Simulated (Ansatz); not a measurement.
**Ba2CuTeO6 in Ansatz, single run**

The command:

```bash
ansatz run input.yaml --threads 1 --pin off --max-ram 2560MiB --backend cpu --events-out ev --progress --plain --runs-dir out
```

Input:

```yaml
crystal:
  lattice:
    - [0.0, 5.619194, 0.0]
    - [5.619194, 0.0, 0.0]
    - [2.809597, 2.809597, -4.343635]
  atoms:
    - { symbol: Cu, position: [0.0, 0.0, 0.0] }
    - { symbol: O, position: [0.244, 0.263, 0.0] }
    - { symbol: O, position: [0.263, 0.756, 0.0] }
    - { symbol: O, position: [0.756, 0.737, 0.0] }
    - { symbol: O, position: [0.737, 0.244, 0.0] }
    - { symbol: Te, position: [0.5, 0.5, 0.0] }
    - { symbol: O, position: [0.281, 0.281, 0.438] }
    - { symbol: O, position: [0.719, 0.719, 0.562] }
    - { symbol: Ba, position: [0.75, 0.25, 0.5] }
    - { symbol: Ba, position: [0.25, 0.75, 0.5] }
  symmetry: { tolerance: 0.0003 }
kpoints:
  mp_grid: { grid: [4, 4, 4], shift: [0, 0, 0] }
magnetization:
  spin_polarized: false
scf:
  occupations: { method: tetrahedron }
hamiltonian:
  pseudopotentials: { kind: paw }
  xc: r2scan
  hubbard: { sites: [{ species: Cu, l: d, u_eff: 5.0 }], double_counting: fll }
basis:
  ecutwfc: 500
output:
  forces: true
  stress: true
  eigenvalues: true
  write_density: true
  write_potential: true
  elf: true
  volumetric_format: npy
```

Origin of the cell: a database entry, scaled a little.

Output (shortened):

```
SCF iter   1: F=—  HF=-28971.677480 eV  Δρ=7.11e-2  dr2=1.05e1  dr2_τ=2.59e-1  defer=6
SCF iter   2: F=—  HF=-28970.846878 eV  Δρ=5.25e-2  dr2=5.23e0  dr2_τ=5.58e-2  defer=64
SCF iter   3: F=—  HF=-28970.387232 eV  Δρ=3.99e-2  dr2=2.73e0  dr2_τ=3.16e-2  defer=71
SCF iter   4: F=—  HF=-28969.578909 eV  Δρ=1.71e-2  dr2=5.49e-1  dr2_τ=1.03e-2  defer=74
SCF iter   5: F=—  HF=-28969.457302 eV  Δρ=7.19e-3  dr2=7.94e-2  dr2_τ=4.83e-3  defer=74
SCF iter   6: F=—  HF=-28969.465402 eV  Δρ=8.41e-3  dr2=6.87e-2  dr2_τ=1.92e-3  defer=74
SCF iter   7: F=—  HF=-28969.459184 eV  Δρ=1.66e-3  dr2=4.00e-3  dr2_τ=4.52e-4  defer=74
SCF iter   8: F=—  HF=-28969.458538 eV  Δρ=1.33e-3  dr2=1.75e-3  dr2_τ=5.58e-5  defer=74
SCF iter   9: F=—  HF=-28969.458789 eV  Δρ=6.44e-4  dr2=5.42e-4  dr2_τ=1.02e-5  defer=74
SCF iter  10: F=—  HF=-28969.458681 eV  Δρ=1.36e-4  dr2=3.84e-5  dr2_τ=1.53e-6  defer=74
SCF iter  11: F=—  HF=-28969.458756 eV  Δρ=7.11e-5  dr2=6.70e-6  dr2_τ=1.56e-7  defer=74
SCF iter  12: F=—  HF=-28969.458762 eV  Δρ=2.74e-5  dr2=1.35e-6  dr2_τ=2.96e-8  defer=74
SCF iter  13: F=—  HF=-28969.458761 eV  Δρ=1.54e-5  dr2=3.41e-7  dr2_τ=7.14e-9  defer=74
SCF iter  14: F=—  HF=-28969.458760 eV  Δρ=1.07e-5  dr2=1.54e-7  dr2_τ=4.55e-9
SCF iter  15: F=-28969.458762 eV  HF=-28969.458762 eV  Δρ=2.43e-6  dr2=1.02e-8  dr2_τ=3.20e-10
SCF 1 converged in 15 iterations: F = -28969.458762 eV  dr2 = 1.02e-8
SCF converged after 15 iterations
Stability not checked: this state was not tested for a lower state beside it, because cold or Methfessel-Paxton smearing, or corrected tetrahedra, fill the levels in a way that the test cannot read (fill_not_monotonic; […]
Free energy (F): -28969.458762 eV
Harris-Foulkes:  -28969.458762 eV  (|F-HF|=5.25e-9)
Internal energy: -28969.458762 eV  (E = F + TS)
E sigma→0 (E₀):  -28969.458762 eV
Fermi energy:    9.942747 eV
--- Per-component energies (eV) ---
  E_band       = -722.818209
  E_kinetic    = 1883.544212
  E_local      = -9348.818410  (includes V_loc(G=0)·N_el)
  E_nonlocal   = 491.109201
  E_hartree    = 4282.081282
  E_xc         = -956.483921
  E_vxc        = -1169.061580  (∫ρ·V_xc dr)
  E_hubbard    = 1.028880  (on-site DFT+U / exact-exchange correction)
  E_vhub       = -21.617087  (the Hubbard potential's part of the band-sum identity)
  E_paw        = -17838.757453  (= ΣΔE_a)
  E_vpaw       = -1192.556827  (= ΣTr[D̂ρ^β])
  E_aug_tail   = 0.006197  (compensation charges beyond the density's cutoff)
  E_vtau       = 70.418725  (kinetic-family band-sum trace: ∫τ·v_τ [+ j·A + Jᵃ·Aᵃ] dr)
  E_ewald      = -7483.101682
  E_core_change = -0.067066  (= ΣΔE_core)
  E_smearing   = -0.000000  (= −TS)
  Σ components = -28969.458762   (vs F -28969.458762, Δ=0.00e0)
--- Forces (eV/Å), atoms counted from 1 ---
  atom   1  Cu     0.000000    -0.000000    -0.000000
  atom   2  O     -0.061416    -0.006777     0.000000
  atom   3  O      0.006777    -0.061416    -0.000000
  atom   4  O      0.061416     0.006777    -0.000000
  atom   5  O     -0.006777     0.061416     0.000000
  atom   6  Te     0.000000    -0.000000    -0.000000
  atom   7  O      0.000000     0.000000    -0.138153
  atom   8  O     -0.000000    -0.000000     0.138153
  atom   9  Ba    -0.000000     0.000000    -0.000000
  atom  10  Ba     0.000000     0.000000     0.000000
  max |Σ_I F_I| component: 2.78e-17 eV/Å
--- Stress (GPa, compression-positive) ---
       -0.563129      -0.000009       0.000000
        0.000009      -0.563129       0.000000
        0.000000       0.000000       1.277578
  P = ⅓ Tr σ = 0.0504 GPa (0.504 kbar)
Occupation matrices written to <dir>
```

Caveats: forces and stress under tetrahedra may miss the slope of the energy; no moments, though an odd count or open d shells may carry them; no spin-orbit coupling, though heavy elements are present; the k mesh is coarse if the cell is a metal.

Time: 17 s on 1 thread of Intel(R) Xeon(R) 6975P-C (Granite Rapids), on a shared host, peak memory 1.1 GiB, from the program's own first density.
